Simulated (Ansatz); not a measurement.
ZrB₂:
```xyz
6
Lattice="3.0811 0.0000 0.0000 -1.5405 2.6683 0.0000 0.0000 0.0000 8.5385" Properties=species:S:1:pos:R:3 pbc="T T T"
Zr     1.5405     0.8894     6.4039
Zr     0.0000     1.7789     2.1346
B      1.5405     0.8894     4.0394
B      0.0000     1.7789     4.4991
B      0.0000     1.7789     8.3087
B      1.5405     0.8894     0.2299
```

Relaxed with r²SCAN. Special points in fractions of this cell's reciprocal vectors: Γ (0.000, 0.000, 0.000); M (0.500, 0.000, 0.000); K (0.333, 0.333, 0.000); A (0.000, 0.000, 0.500); L (0.500, 0.000, 0.500); H (0.333, 0.333, 0.500).

### Question
List the band energies nearest the Fermi level at these points for DFT-r²SCAN with spin–orbit coupling in the program Ansatz with PAW potentials.

### Answer
In eV from the Fermi level; about four levels below and three above (degenerate sets whole), none deeper than 8.9 eV; points with the same levels are listed once.

```
k                    below                above
-  -----------------------  -------------------
Γ  -2.55 -2.55 -1.58 -1.58  0.29 0.29 0.33 0.33
M  -1.04 -1.04 -0.56 -0.56  0.47 0.47 2.89 2.89
K  -0.85 -0.85 -0.84 -0.84  0.18 0.18 0.42 0.42
A  -1.88 -1.88 -1.88 -1.88  0.27 0.27 0.27 0.27
L  -1.69 -1.69 -1.69 -1.69  0.76 0.76 0.76 0.76
H  -1.29 -1.29 -1.23 -1.23  0.32 0.32 0.38 0.38
```

Space group P6_3/mmc. The start of the workflow was typed in or built on a structure type; neither database checked (COD, Materials Project) lists it. It is not the phase usual at ambient conditions (space group No. 191). Symmetry was held in the r²SCAN relaxation; its stability against distortions is not shown here. The run is not spin-polarised.

Potentials: the earlier of the program's two PAW sets.
